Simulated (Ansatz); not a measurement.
Starting cell, SiC (wurtzite):

```
CELL_PARAMETERS angstrom
      6.18384     0.00000     0.00000
     -1.54596     2.67768     0.00000
      0.00000     0.00000     5.07421
ATOMIC_POSITIONS crystal
  Si 0.33333 0.33333 0.00052
  Si 0.83333 0.33333 0.00052
  Si 0.16667 0.66667 0.50052
  Si 0.66667 0.66667 0.50052
  C  0.33333 0.33333 0.62468
  C  0.83333 0.33333 0.62468
  C  0.16667 0.66667 0.12468
  C  0.66667 0.66667 0.12468
```

A phonon eigenvector at M = (0.5, 0.0, 0.0) is frozen into this cell: atom i moves by Q times the vector below, so Q is the largest atomic displacement, in Å. The cell is held. (q is in reciprocal vectors of the primitive cell; the cell shown is doubled to hold the pattern.)

```
atom       x       y       z
----  ------  ------  ------
Si1   -0.859  -0.496  -0.128
Si2    0.859   0.496   0.128
Si3    0.859   0.496  -0.128
Si4   -0.859  -0.496   0.128
C5    -0.442  -0.255   0.432
C6     0.442   0.255  -0.432
C7     0.442   0.255   0.432
C8    -0.442  -0.255  -0.432
```

All values below come from PBE (plane waves to 420 eV, PAW, scalar-relativistic; Ansatz, a program for electronic structure). k mesh 6×12×7 (Γ-centred), Fermi-Dirac smearing 0.05 eV. SiC was relaxed with its symmetry unable to fall. The PAW data are Ansatz's earlier set.

At one point of the scan the forces (eV/Å) are:

```json
[
 {"atom": "Si1", "Fx": "1.522", "Fy": "0.879", "Fz": "0.237"},
 {"atom": "Si2", "Fx": "-1.595", "Fy": "-0.921", "Fz": "-0.234"},
 {"atom": "Si3", "Fx": "-1.522", "Fy": "-0.879", "Fz": "0.237"},
 {"atom": "Si4", "Fx": "1.595", "Fy": "0.921", "Fz": "-0.234"},
 {"atom": "C5", "Fx": "0.315", "Fy": "0.182", "Fz": "-0.340"},
 {"atom": "C6", "Fx": "-0.366", "Fy": "-0.211", "Fz": "0.338"},
 {"atom": "C7", "Fx": "-0.315", "Fy": "-0.182", "Fz": "-0.340"},
 {"atom": "C8", "Fx": "0.366", "Fy": "0.211", "Fz": "0.338"}
]
```

**Question.** Which point is it?
(A) Q = 0.030 Å
(B) Q = 0.090 Å
(C) Q = 0.060 Å
(D) Q = 0.120 Å

**Answer.** C, Q = 0.060 Å

(For displaced atoms, the force is minus the slope of the energy, and its curvature is a force constant, which sets phonon frequencies.)
